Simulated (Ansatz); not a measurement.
# Stress against strain in LaTe

```
CELL_PARAMETERS angstrom
0.00000 3.21100 3.21100
3.21100 0.00000 3.21100
3.21100 3.21100 0.00000
ATOMIC_POSITIONS crystal
La 0.00000 0.00000 0.00000
Te 0.50000 0.50000 0.50000
```

Atom numbers follow the list: La1, Te2.

The cell is COD entry 1537884, as deposited and not checked against the literature; nothing was relaxed.

Spin–orbit coupling is left out, though it moves levels of the heavy atoms by tenths of an eV or more.

These are results of DFT, LDA, all-electron LAPW, scalar-relativistic (Ansatz 0.2.0), not measurements.

Sampling and basis: a Γ-centred 10×10×10 k mesh, Fermi–Dirac smearing of 0.08 eV, basis error target 1 meV/atom, no spin polarisation.

The strain is applied along the Cartesian axes of the cell as listed (the other components stay zero). Fractional coordinates are held (clamped ions).

σ is the change of stress from the unstrained cell, which is at -2.14 GPa; tension is positive, so slopes are stress–strain coefficients at that pressure. In a metal the k mesh adds noise.

Only quantities that a quadratic follows smoothly over the whole series are listed; rougher ones are left out.

```csv
εxx = εyy,σzz (GPa),σxx (GPa)
-0.0200,-0.46,-3.58
0.0000,0.00,0.00
0.0100,0.22,1.45
0.0200,0.43,2.70
```

(1) Fit the series and read off the stiffness at zero strain.

(2) One run, at εxx = εyy = -0.0100, is withheld. Predict its row.

## Answers

(1) Least-squares fits y = p0 + p1 x + p2 x² to the rows give σzz (GPa): p1 = 22.3, p2 = -39; σxx (GPa): p1 = 157, p2 = -1100. So 2 C12 = 22 GPa and C11 + C12 = 157 GPa.

(2) The fits give -0.23, -1.68; the run gave -0.23, -1.67.
